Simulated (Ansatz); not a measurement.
SiGe₃ in space group P-4m2 (No. 115; Si on 1a, Ge on 2g, Ge on 1c), the program Ansatz at the r²SCAN level (PAW). The conduction-band minimum lies at R, with 2 equivalent valleys. Second derivatives d²E/dk² of the lowest band at one valley (eV·Å²), along Cartesian directions:

```
direction  d²E/dk²
---------  -------
[100]        96.03
[010]        33.78
[001]        68.19
[110]        64.95
[101]        82.14
[011]        50.64
```

Task: Find the principal effective masses, the density-of-states mass and the conductivity mass.

Result: Off-diagonal terms follow from H_xy = H[110] − (H_xx + H_yy)/2, and m*/mₑ = 7.620 eV·Å² over each eigenvalue: 0.079, 0.11, 0.23. One valley's DOS mass (m₁m₂m₃)^(1/3) = 0.13, conductivity mass 3/(Σ 1/mᵢ) = 0.12 mₑ.

Task: What effective density of states Nc follows at 300 K for parabolic valleys?

Result: Nc = 2.509e19 × 2 × (0.13)^(3/2) ≈ 2.4e18 cm⁻³.

The start of the workflow was typed in or built on a structure type; neither database checked (COD, Materials Project) lists it. Whether it is the stable phase at ambient conditions was not checked. The cell was relaxed with r²SCAN under the symmetry of its start; whether a distortion lowers the energy is not shown. Scalar-relativistic: spin–orbit coupling is off unless named, which matters more the heavier the elements.

Potentials: the later of the program's two PAW sets.

Edges and masses are those of Kohn–Sham bands, whose gap is no quasiparticle gap.
